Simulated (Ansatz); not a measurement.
The start is a generated cell, AlIr placed in the AFLOW prototype AB_tP4_129_a_c (B10, as in PbO). The structure is fully relaxed (lattice and positions, P = 0) with PBEsol (plane waves to 420 eV, PAW, scalar-relativistic; Ansatz, a first-principles code). The first steps use a coarse 9×9×8 k-mesh.

Input geometry:
```yaml
crystal:
  lattice:
    - [3.49308, 0.00000, 0.00000]
    - [0.00000, 3.49308, 0.00000]
    - [0.00000, 0.00000, 4.40157]
  atoms:
    - { symbol: Al, position: [0.50000, 0.00000, 0.23680] }
    - { symbol: Al, position: [0.00000, 0.50000, 0.76320] }
    - { symbol: Ir, position: [0.00000, 0.00000, 0.00000] }
    - { symbol: Ir, position: [0.50000, 0.50000, 0.00000] }
```

Problem. What pressure does the first self-consistent step give?

Solution. +160 GPa (positive: the cell is compressed).

Problem. How much energy is released per atom?

Solution. 3.89 eV/atom.

Problem. How does the volume per atom move from start to end?

Solution. -0.5 %, from 13.43 to 13.36 Å³/atom.

Problem. How do the shortest distances between atoms change?

Solution. The closest pairs of elements (up to four, under 3.6 Å), start → end: Al–Ir 2.03 → 2.59 Å; Ir–Ir 2.47 → 2.99 Å; Al–Al 3.23 → 2.99 Å.

Problem. Is the relaxed structure metallic? Give its gap.

Solution. Zero (metallic).

Problem. Give the final cell and atomic positions.

Solution. 
```cif
data_AlIr
_chemical_formula_sum 'Al1 Ir1'
_space_group_name_H-M_alt 'Pm-3m'
_space_group_IT_number 221
_space_group_name_Hall '-P 4 2 3'
_cell_length_a 2.98934
_cell_length_b 2.98934
_cell_length_c 2.98934
_cell_angle_alpha 90.000
_cell_angle_beta 90.000
_cell_angle_gamma 90.000
loop_
_atom_site_label
_atom_site_type_symbol
_atom_site_symmetry_multiplicity
_atom_site_Wyckoff_symbol
_atom_site_fract_x
_atom_site_fract_y
_atom_site_fract_z
_atom_site_occupancy
Al1 Al 1 b 0.50000 0.50000 0.50000 1
Ir1 Ir 1 a 0.00000 0.00000 0.00000 1
```

Final values are on a 16×16×16 k-mesh of the relaxed cell. No spin polarisation in the result.

The run could not lose the symmetry of its start.

The first start was generated by placing the elements on the sites of a structure type. Materials Project lists a structure of AlIr in the same space group, Pm-3m (No. 221); the sites were not compared with it, nor with measured phases.
